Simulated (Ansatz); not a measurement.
**Sn2TeSe (ordering on rocksalt) by several functionals**

All numbers come from Ansatz. The cell comes from a prototype generator: it can be a known phase or a hypothetical one. No magnetic order is allowed.

Structure: an ordered 4-atom cell of Sn2TeSe on the rocksalt lattice (P4/mmm), at its r2SCAN minimum. Space group P4/mmm (No. 123), tetragonal; conventional cell a = 4.381 Å, c = 6.226 Å, 29.87 Å³ an atom. Se is surrounded by 6 Sn at 3.10–3.11 Å; Sn is surrounded by 4 Te at 3.10 Å and 2 Se at 3.11 Å; Te is surrounded by 6 Sn at 3.10–3.11 Å; Sn is surrounded by 4 Se at 3.10 Å and 2 Te at 3.11 Å.

```xyz
4
Lattice="4.3810 0.0000 0.0000 0.0000 4.3810 0.0000 0.0000 0.0000 6.2262" Properties=species:S:1:pos:R:3 pbc="T T T"
Se    0.0000    0.0000    0.0000
Sn    0.0000    0.0000    3.1131
Te    2.1905    2.1905    3.1131
Sn    2.1905    2.1905    0.0000
```

Relaxed lattice by functional, symmetry kept:
```json
{"functional": "PBE", "k mesh": "6×6×4", "a (Å)": "4.409", "c (Å)": "6.268", "volume (Å³/atom)": "30.45"}
{"functional": "r2SCAN", "k mesh": "6×6×4", "a (Å)": "4.381", "c (Å)": "6.226", "volume (Å³/atom)": "29.87"}
```

Band edges at fixed r2SCAN geometry:
```json
{"level": "PBE", "k mesh": "6×6×4", "gap (eV)": "none (overlap 0.23)", "kind": "–", "edges": "–", "least direct gap (eV)": "–", "rough cost": "27 core-seconds"}
{"level": "PBE+SOC", "k mesh": "6×6×4", "gap (eV)": "none (overlap 0.18)", "kind": "–", "edges": "–", "least direct gap (eV)": "–", "rough cost": "110 core-seconds"}
{"level": "r2SCAN", "k mesh": "6×6×4", "gap (eV)": "none (overlap 0.25)", "kind": "–", "edges": "–", "least direct gap (eV)": "–", "rough cost": "40 core-seconds"}
{"level": "HSE06", "k mesh": "4×4×4", "gap (eV)": "none (overlap 0.23)", "kind": "–", "edges": "–", "least direct gap (eV)": "–", "rough cost": "9 core-minutes"}
```
All runs use a smearing of 0.02 eV.
Wave cutoffs: 420 eV, 500 eV (r2SCAN).
Points off the special ones are mesh points or PBE's searched band edges, reused at the other levels.
Costs come from shared machines and give only the order; PBE's includes the band path.

With HSE06 the bands overlap by 0.23 eV (counted from 1, band 30 peaks at R and band 31 bottoms out at R–A (0.10 of the way from R)): no gap. (A hybrid can keep a metallic filling that it started from; no other start was tried.) PBE+SOC gives no gap: the lowest nominally empty band dips 0.18 eV below the top of the last filled one (its bottom at R–A (0.10 of the way from R), the top at R), so the cell is a metal or semimetal at this level.

No level opens a gap.

Only the levels marked +SOC include spin-orbit coupling.

The meshes of the hybrids are coarse, so their gaps aren't converged to the digits shown.
